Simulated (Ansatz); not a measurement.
**¹⁴N nuclear quadrupole resonance in Si3N4**

Cell: an entry of the Crystallography Open Database (COD; perhaps a calculated or model structure).

Space group P6_3/m (No. 176); a = 7.6044, c = 2.9063 Å, γ = 120.00°.

```csv
site,Wyckoff,site symmetry,x,y,z
Si,6h,m..,0.7685,0.1746,0.2500
N7,6h,m..,0.0306,0.3303,0.2500
N13,2d,-6..,0.6667,0.3333,0.2500
```

One atom of each set is listed.

Computed with Ansatz: DFT, PBE, plane waves and PAW (field gradients read without the response of the frozen cores, which leaves them typically 4 to 6 % off), scalar-relativistic, 420 eV cutoff, Γ-centred 4×4×10 k-points, Fermi–Dirac smearing 0.02 eV.

¹⁴N: I = 1, Q = 20.44 mb (year-2017 value). Static lattice, zero field.

Question: Predict the zero-field ¹⁴N lines of each site.

Answer: For I = 1 the lines are ν± = (3/4)|C_Q|(1 ± η/3) and ν₀ = |C_Q|η/2.

| site | atoms | V_zz (10²¹ V/m²) | C_Q (MHz) | η | line frequencies (MHz) |
| --- | --- | --- | --- | --- | --- |
| N7 | 6 | -5.14 | -2.54 | 0.07 | 0.0841, 1.86, 1.95 |
| N13 | 2 | -5.11 | -2.53 | 0.00 | 1.89 |

An axis of threefold or higher order runs through N13, so V_zz lies along it and η is zero. At N7 V_zz stands upright on the plane through its three neighbours (within 3°).

At this cell the PBE pressure is 6 GPa, so with PBE the cell would grow if it were relaxed.

The run took 6.7 s of wall time (6.6 s of CPU time) and 0.52 GiB at its peak, on 1 thread of Intel Xeon 6975P-C (Granite Rapids) (x86_64; 16 cores open to the job, memory cap 3.0 GiB, no GPU), a shared host with a load of 0.4 a core.
